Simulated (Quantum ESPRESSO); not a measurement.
Field gradients of K$_{4}$I$_{3}$Br from a PBE PAW density (pw.x of a modified build of Quantum ESPRESSO, JTH datasets) with the all-electron reconstruction of Petrilli and co-workers, 20 Ha, k-mesh 3×3×3 through Γ:

```
CELL_PARAMETERS angstrom
      7.08487     0.00000     0.00000
      0.00000     7.08487     0.00000
      0.00000     0.00000     7.08487
ATOMIC_POSITIONS crystal
  K  0.00000 0.00000 0.00000
  Br 0.50000 0.00000 0.00000
  K  0.00000 0.50000 0.50000
  I  0.50000 0.50000 0.50000
  K  0.50000 0.00000 0.50000
  I  0.00000 0.00000 0.50000
  K  0.50000 0.50000 0.00000
  I  0.00000 0.50000 0.00000
```
The cell was made here from a computed Materials Project entry: one of 4 I replaced by Br, cell and atoms relaxed (PBE without dispersion, pw.x of Quantum ESPRESSO, symmetry kept). The parent is KI in Fm-3m. The swapped cell is a model, not a known phase. Stability against distortions was not tested.

Vzz is the sum of three terms, each taken along its main axis: the smooth valence density, the ions (nucleus and frozen core) with the augmentation charges of all other spheres, and the all-electron minus smooth density in the atom's own sphere. The split hangs on the datasets.  Cores are frozen. Against all-electron runs on small test molecules, this scheme's |Vzz| missed by +10 % on K.

| site | smooth valence density | ions and other spheres | own sphere | Vzz (a.u.) |
|---|---|---|---|---|
| K1 (atoms 1, 5, 7) | 0.001 | -0.001 | (withheld) | (withheld) |

Question: What belongs in the gaps?

Answer: 
- K1 (atoms 1, 5, 7), own sphere: 0.026
- K1 (atoms 1, 5, 7), Vzz (a.u.): 0.026
